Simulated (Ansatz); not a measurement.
Here is the system:

Starting cell, Co (hcp, Mg type):

```xyz
2
Lattice="2.4573 0.0000 0.0000 -1.2286 2.1281 0.0000 0.0000 0.0000 3.9686" Properties=species:S:1:pos:R:3 pbc="T T T"
Co     0.0000     1.4187     2.9765
Co     1.2286     0.7094     0.9922
```

In this cell atom 2 (Co, nearest neighbour Co at 2.439 Å; its periodic images, 2.5 Å or more away, move with it) is moved by s towards the nearest neighbour, unit vector (-0.504, 0.291, 0.813); all other atoms and the cell stay fixed.

The numbers are results of PBEsol (plane waves to 420 eV, PAW, scalar-relativistic; Ansatz, an electronic-structure program), not measurements. k mesh 17×17×10 (Γ-centred), Fermi-Dirac smearing 0.05 eV. E stands for the smeared free energy. Left out: 3 of 11 points, with atoms too close for the PAW data. The magnetic moment jumps within the scan, so the points may not all belong to one state, and nothing is fitted. With partly filled bands, energies and forces of such displacements shift with the k mesh and the smearing. Co was relaxed with its symmetry unable to fall. Relaxed Co ends ferromagnetic. The magnetic order is the one the run started from; other orders were not tried. ΔE is measured from the undisplaced structure.

The scan covers s from -0.584 to 0.438 Å in 8 points.

Task: What is the energy change at s = 0.438 Å?

Result: 901 meV/cell.

Task: What force acts on the atom along the line at s = -0.584 Å?

Result: 7.26 eV/Å.

(For displaced atoms, the force is minus the slope of the energy, and its curvature is a force constant, which sets phonon frequencies.)
